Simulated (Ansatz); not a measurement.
# Sc3CoO4: single run (Ansatz)

The command:

```bash
ansatz run input.yaml --threads 1 --pin off --max-ram 2560MiB --backend cpu --events-out ev --progress --plain --runs-dir out
```

The input file (Ansatz 0.2.0, plane waves):

```yaml
crystal:
  lattice:
    - [0.0, 4.47891261, 0.0]
    - [3.46731356, 0.0, 0.0]
    - [1.73365678, 2.2394558, -6.14031224]
  atoms:
    - { symbol: Sc, position: [0.0, 0.5, 0.0] }
    - { symbol: Sc, position: [0.68806, 0.68806, 0.62388] }
    - { symbol: Sc, position: [0.31194, 0.31194, 0.37612] }
    - { symbol: Co, position: [0.5, 0.0, 0.0] }
    - { symbol: O, position: [0.04137, 0.87507, 0.24986] }
    - { symbol: O, position: [0.70877, 0.87507, 0.24986] }
    - { symbol: O, position: [0.95863, 0.12493, 0.75014] }
    - { symbol: O, position: [0.29123, 0.12493, 0.75014] }
  symmetry: { tolerance: 0.0003 }
kpoints:
  mp_grid: { grid: [5, 5, 5], shift: [0, 0, 0] }
magnetization:
  spin_polarized: false
scf:
  occupations: { method: gaussian, width: 0.0293 }
  mixing: { algorithm: anderson, beta: 0.5, ndim: 4 }
hamiltonian:
  pseudopotentials: { kind: paw }
  xc: r2scan
basis:
  ecutwfc: 500
output:
  forces: true
  stress: true
  eigenvalues: true
```

Origin of the cell: a known structure type with other elements, at an estimated volume, so it need not be a known compound.

Output (shortened):

```
SCF iter   1: F=—  HF=-13824.434429 eV  Δρ=5.68e-2  dr2=3.06e0  dr2_τ=3.50e-1  defer=1
SCF iter   2: F=—  HF=-13826.412747 eV  Δρ=2.61e-1  dr2=6.27e1  dr2_τ=6.09e-1  defer=62  κ⁻¹=1.0e0(r=1)
SCF iter   3: F=—  HF=-13824.606137 eV  Δρ=3.31e-2  dr2=8.88e-1  dr2_τ=2.46e-2  defer=72  κ⁻¹=1.4e-2(r=2)
SCF iter   4: F=—  HF=-13824.583288 eV  Δρ=5.97e-3  dr2=2.14e-2  dr2_τ=1.05e-3  defer=70  κ⁻¹=4.2e-4(r=3)
SCF iter   5: F=—  HF=-13824.584084 eV  Δρ=2.37e-3  dr2=3.27e-3  dr2_τ=3.08e-4  defer=73  κ⁻¹=1.3e-4(r=3)
SCF iter   6: F=—  HF=-13824.585261 eV  Δρ=3.14e-3  dr2=9.76e-3  dr2_τ=1.55e-4  defer=73  κ⁻¹=1.4e-3(r=3)
SCF iter   7: F=—  HF=-13824.585326 eV  Δρ=1.11e-3  dr2=1.27e-3  dr2_τ=2.95e-5  defer=73  κ⁻¹=4.8e-2(r=3)
SCF iter   8: F=—  HF=-13824.585471 eV  Δρ=3.34e-4  dr2=7.68e-5  dr2_τ=9.03e-6  defer=73  κ⁻¹=7.8e-3(r=3)
SCF iter   9: F=—  HF=-13824.585474 eV  Δρ=1.96e-4  dr2=3.12e-5  dr2_τ=7.88e-7  defer=73  κ⁻¹=5.7e-3(r=3)
SCF iter  10: F=—  HF=-13824.585484 eV  Δρ=3.70e-4  dr2=1.19e-4  dr2_τ=1.32e-6  defer=73  κ⁻¹=1.1e-2(r=3)
SCF iter  11: F=—  HF=-13824.585483 eV  Δρ=2.42e-4  dr2=5.09e-5  dr2_τ=6.03e-7  defer=73  κ⁻¹=5.3e-3(r=3)
SCF iter  12: F=—  HF=-13824.585485 eV  Δρ=8.23e-5  dr2=6.90e-6  dr2_τ=5.53e-8  defer=73  κ⁻¹=5.1e-4(r=3)
SCF iter  13: F=—  HF=-13824.585485 eV  Δρ=1.58e-5  dr2=1.41e-7  dr2_τ=7.35e-9  defer=73  κ⁻¹=1.5e-4(r=3)
SCF iter  14: F=—  HF=-13824.585485 eV  Δρ=2.40e-5  dr2=4.72e-7  dr2_τ=5.84e-9  κ⁻¹=7.8e-5(r=3)
SCF iter  15: F=-13824.585485 eV  HF=-13824.585485 eV  Δρ=8.82e-6  dr2=7.39e-8  dr2_τ=9.14e-10
SCF 1 converged in 15 iterations: F = -13824.585485 eV  dr2 = 7.39e-8
SCF converged after 15 iterations
Stability not checked: this state was not tested for a lower state beside it, because the mixer in use, unlike msr1, does not test its closes by its own steps (another_mixer; see scf.mixing.algorithm and scf.lower_state_search)
Free energy (F): -13824.585485 eV
Harris-Foulkes:  -13824.585485 eV  (|F-HF|=5.97e-8)
Internal energy: -13824.582104 eV  (E = F + TS)
E sigma→0 (E₀):  -13824.583795 eV
Entropy (-TS):   -0.003381 eV (-0.423 meV/atom)
Fermi energy:    13.697928 eV
--- Per-component energies (eV) ---
  E_band       = -758.835849
  E_kinetic    = 1949.613318
  E_local      = -7243.522297  (includes V_loc(G=0)·N_el)
  E_nonlocal   = 904.462956
  E_hartree    = 2836.092784
  E_xc         = -753.927221
  E_vxc        = -1081.747487  (∫ρ·V_xc dr)
  E_paw        = -5060.603763  (= ΣΔE_a)
  E_vpaw       = -1030.276635  (= ΣTr[D̂ρ^β])
  E_aug_tail   = 0.003946  (compensation charges beyond the density's cutoff)
  E_vtau       = 70.462986  (kinetic-family band-sum trace: ∫τ·v_τ [+ j·A + Jᵃ·Aᵃ] dr)
  E_ewald      = -6455.563381
  E_core_change = -1.138446  (= ΣΔE_core)
  E_smearing   = -0.003381  (= −TS)
  Σ components = -13824.585485   (vs F -13824.585485, Δ=0.00e0)
--- Forces (eV/Å), atoms counted from 1 ---
  atom   1  Sc     0.000000    -0.000000     0.000000
  atom   2  Sc    -0.000000    -0.000000    -0.156252
  atom   3  Sc     0.000000     0.000000     0.156252
  atom   4  Co     0.000000     0.000000     0.000000
  atom   5  O      0.000000     9.012311    -0.211947
  atom   6  O     -0.000000    -9.012311    -0.211946
  atom   7  O     -0.000000    -9.012311     0.211947
  atom   8  O      0.000000     9.012311     0.211946
  max |Σ_I F_I| component: 2.78e-17 eV/Å
--- Stress (GPa, compression-positive) ---
      -19.963188      -0.000000      -0.000000
       -0.000000      43.483380      -0.000002
       -0.000000      -0.000002     -16.122466
  P = ⅓ Tr σ = 2.4659 GPa (24.659 kbar)
```

Caveats: no spin polarisation, so a magnetic state may lie lower; the given cell is far from equilibrium, with atoms too close or a volume far off; the k mesh is coarse if the cell is a metal.

It ran for 33 s of wall time on 1 CPU thread(s) of a shared host, from the program's own first density.
